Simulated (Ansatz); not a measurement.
Problem. Each is relaxed and computed with the program Ansatz at the r²SCAN+D4 level (PAW). Which is the only metal?
A) C3H, P6/mmm (C on 6l, C on 6l, H on 6l, C on 6l)
B) AgNO3, R3m (Ag on 3a, N on 3a, O on 9b)
C) AgC6, P6/mmm (C on 6j, Ag on 1b)
D) BN, P6/mmm (B on 1b, N on 1a)

Solution. C, AgC6, P6/mmm (C on 6j, Ag on 1b). AgC6: metal; C3H: gap 1.92 eV (indirect); BN: gap 3.02 eV (indirect); AgNO3: gap 2.04 eV (indirect). Constructed cells (a structure type filled with these elements, in neither database checked): AgC6, P6/mmm (C on 6j, Ag on 1b); C3H, P6/mmm (C on 6l, C on 6l, H on 6l, C on 6l). Typed or built starts, not in the databases checked: BN, P6/mmm (B on 1b, N on 1a). Not the usual ambient phase: BN, P6/mmm (B on 1b, N on 1a). Standing as an ambient phase not checked: AgNO3, R3m (Ag on 3a, N on 3a, O on 9b). Unstable at this level: BN, P6/mmm (B on 1b, N on 1a). All cells were relaxed under the symmetry of their starts (and spin orders); stability against distortions was not tested throughout. Rows with no word on spin ran without spin polarisation. Scalar-relativistic: spin–orbit coupling is off unless named, which matters more the heavier the elements.

Potentials: the later of the program's two PAW sets.
